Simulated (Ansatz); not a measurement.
The relaxed structure here is a generated cell of Ga: the first start was made by placing the elements on the sites of a structure type, and the end was not matched to a known phase here, so it may be hypothetical. Known forms of Ga include space group No. 64.

One stationary structure of Ga. Calculation: PBE (plane waves to 420 eV, PAW, scalar-relativistic; Ansatz, a first-principles code).

```xyz
1
Lattice="2.7182 0.0000 0.0000 0.0000 2.7182 0.0000 0.0000 0.0000 2.7182" Properties=species:S:1:pos:R:3 pbc="T T T"
Ga     1.3591     1.3591     1.3591
```

Find the space group and the Wyckoff positions (tolerance 0.01 Å).

Space group Pm-3m (No. 221); a = b = c = 2.7182 Å, α = β = γ = 90.00°

```csv
atom,site,symmetry,x,y,z
Ga,1b,m-3m,0.5000,0.5000,0.5000
```

This is the AFLOW prototype A_cP1_221_a (A_h).

Give the shortest distances between elements (the closest pairs, up to four, under 3.6 Å).

Ga–Ga 2.72 Å.

```json
{
  "volume_per_atom": "20.08 Å³",
  "band_gap": "zero (metallic)"
}
```

No spin polarisation in the result.

The run could not lose the symmetry of its start: the end is stationary, and may be a saddle point rather than a minimum.
